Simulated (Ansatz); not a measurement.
HfTa$_{2}$N$_{4}$: zone-centre modes

The calculation used Ansatz, DFT PBE, scalar-relativistic, plane waves, PAW. Plane waves to 420 eV; Γ-centred k mesh 6×6×6; Gaussian smearing of 0.10 eV. No spin polarisation. Phonons by linear response, acoustic sum rule imposed.

Relaxed structure:
```xyz
14
Lattice="0.0000 4.4460 4.4460 4.4460 0.0000 4.4460 4.4460 4.4460 0.0000" Properties=species:S:1:pos:R:3 pbc="T T T"
Hf    0.0000    0.0000    0.0000
Hf    2.2230    2.2230    2.2230
Ta    3.3345    3.3345    5.5576
Ta    5.5576    5.5576    5.5576
Ta    5.5576    3.3345    3.3345
Ta    3.3345    5.5576    3.3345
N     5.6328    7.7054    5.6328
N     7.7054    5.6328    5.6328
N     5.6328    5.6328    7.7054
N     7.7054    7.7054    7.7054
N     3.4097    5.4823    5.4823
N     5.4823    3.4097    5.4823
N     5.4823    5.4823    3.4097
N     3.4097    3.4097    3.4097
```

The cell was found from a proposed guess, not taken from experiment. In a metal, frequencies depend on the k mesh and the smearing, soft modes most. Spin–orbit coupling is left out, which matters for heavy elements.

Q: Is this structure stable against zone-centre distortions?

A: Yes, at Γ: no optical mode is imaginary. Strains and other wave vectors aren't tested by this run.

Q: List the optical modes at Γ (i marks imaginary ones).

A:
| frequency (cm⁻¹) | degeneracy |
| --- | --- |
| 86 | 3 |
| 90 | 2 |
| 114 | 3 |
| 139 | 3 |
| 140 | 1 |
| 196 | 3 |
| 371 | 3 |
| 379 | 3 |
| 402 | 2 |
| 431 | 3 |
| 442 | 2 |
| 480 | 3 |
| 594 | 3 |
| 616 | 3 |
| 682 | 1 |
| 784 | 1 |
